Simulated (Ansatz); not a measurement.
Relaxed In2Si2O7 (space group C2/m):

```yaml
crystal:
  lattice:
    - [3.28273, -4.27851, 0.00000]
    - [3.28273, 4.27851, 0.00000]
    - [-1.01619, 0.00000, 4.57490]
  atoms:
    - { symbol: In, position: [0.30705, 0.69295, 0.00000] }
    - { symbol: In, position: [0.69295, 0.30705, 0.00000] }
    - { symbol: Si, position: [0.22283, 0.22283, 0.41060] }
    - { symbol: Si, position: [0.77717, 0.77717, 0.58940] }
    - { symbol: O, position: [0.92086, 0.60611, 0.78081] }
    - { symbol: O, position: [0.07914, 0.39389, 0.21919] }
    - { symbol: O, position: [0.39389, 0.07914, 0.21919] }
    - { symbol: O, position: [0.60611, 0.92086, 0.78081] }
    - { symbol: O, position: [0.00000, 0.00000, 0.50000] }
    - { symbol: O, position: [0.60697, 0.60697, 0.28170] }
    - { symbol: O, position: [0.39303, 0.39303, 0.71830] }
```

A phonon eigenvector at Γ is frozen into this cell: atom i moves by Q times the vector below, so Q is the largest atomic displacement, in Å. The cell is held.

```tsv
atom	x	y	z
In1	0.000	-0.228	0.000
In2	0.000	0.228	0.000
Si3	0.000	0.000	0.305
Si4	0.000	0.000	-0.305
O5	-0.206	-0.429	-0.879
O6	0.206	0.429	0.879
O7	0.206	-0.429	0.879
O8	-0.206	0.429	-0.879
O10	0.426	0.000	-0.483
O11	-0.426	0.000	0.483
```

Atoms not listed stay in place.

Method: LDA (plane waves to 420 eV, PAW, scalar-relativistic; Ansatz, a first-principles code). k mesh 5×5×6 (Γ-centred), Fermi-Dirac smearing 0.05 eV. The energy includes the smearing's −TS. In2Si2O7 was relaxed with its symmetry unable to fall. The zero of ΔE is the undisplaced structure.

The scan covers Q from -0.180 to 0.180 Å in 13 points.

Problem. Is the energy the same for displacements of ±0.180 Å, and if not, which side lies higher?

Solution. Not even: the positive side lies higher at ±0.180 Å.

Problem. What is the energy change at Q = 0.180 Å?

Solution. 542 meV/cell.

Problem. What harmonic wavenumber does the curvature at Q = 0 give?

Solution. 306 cm⁻¹.

(A displaced cell: forces are minus the slopes of the energy, force constants its curvatures, and phonons follow from these.)
